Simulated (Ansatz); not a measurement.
# Guessed and relaxed cells of Si2B2C

A trial structure of Si2B2C was built thus: random cell by space group and Wyckoff sites (P-6m2, No. 187). The dimensions are guesses.

start.cif

```cif
data_structure
_symmetry_space_group_name_H-M 'P-6m2'
_symmetry_Int_Tables_number 187
_cell_length_a 3.1740
_cell_length_b 3.1740
_cell_length_c 7.5416
_cell_angle_alpha 90.000
_cell_angle_beta 90.000
_cell_angle_gamma 120.000
_cell_volume 65.80
loop_
_atom_site_label
_atom_site_type_symbol
_atom_site_symmetry_multiplicity
_atom_site_Wyckoff_symbol
_atom_site_fract_x
_atom_site_fract_y
_atom_site_fract_z
_atom_site_occupancy
Si1 Si 2 g 0.00000 0.00000 0.28002 1
B1 B 1 d 0.33333 0.66667 0.50000 1
B2 B 1 e 0.66667 0.33333 0.00000 1
C1 C 1 b 0.00000 0.00000 0.50000 1
```

All numbers below come from DFT PBE, scalar-relativistic, plane waves, PAW in Ansatz. Cutoff 420 eV, Gaussian smearing, Γ-centred meshes. Cell and atoms relax first on a coarse mesh and then on a finer one. In between, the cell is made exact in the group found at 0.06 Å. In metals the finer mesh still leaves noise of several meV/atom or more. The steps can't lower the symmetry of their start. No spin polarisation in the relaxation; trial moments died out in a coarse test.

end.cif

```cif
data_structure
_symmetry_space_group_name_H-M 'P-6m2'
_symmetry_Int_Tables_number 187
_cell_length_a 2.9192
_cell_length_b 2.9192
_cell_length_c 6.5550
_cell_angle_alpha 90.000
_cell_angle_beta 90.000
_cell_angle_gamma 120.000
_cell_volume 48.37
loop_
_atom_site_label
_atom_site_type_symbol
_atom_site_symmetry_multiplicity
_atom_site_Wyckoff_symbol
_atom_site_fract_x
_atom_site_fract_y
_atom_site_fract_z
_atom_site_occupancy
Si1 Si 2 g 0.00000 0.00000 0.18405 1
B1 B 1 d 0.33333 0.66667 0.50000 1
B2 B 1 e 0.66667 0.33333 0.00000 1
C1 C 1 b 0.00000 0.00000 0.50000 1
```

The symmetry stays P-6m2 (No. 187). The volume per atom shrinks by 26.5 %, from 13.2 to 9.7 Å³. The shortest distance goes from 1.66 Å (Si–C) to 1.69 Å (B–C). The energy falls by about 1.2 eV/atom (the start's value is from the coarse mesh).

For Si2B2C, the volume per atom is 9.67 Å³, the density is 3.08 g/cm³ and the energy over the elements is +0.51 eV/atom. The gap on the 12×12×6 mesh of the 5-atom cell is 0 eV (a metal).

Energies over the elements count from the elements' standard structures at the same level, with no fitted energy shifts. It can't be a ground state, since the elements alone are lower.

The last run used Gaussian smearing of 0.10 eV. The reference form of C is held partly by dispersion forces, which this level lacks. Symmetry constrained the relaxation, so the result can be a saddle point. In all, the 4 runs took 67 s on 1 thread of Arm Neoverse V1, with other jobs on the host. Another cell of Si2B2C relaxed alike, in P6_3/mmc, lies 40 meV/atom lower, so this cell isn't the stable form at this level.
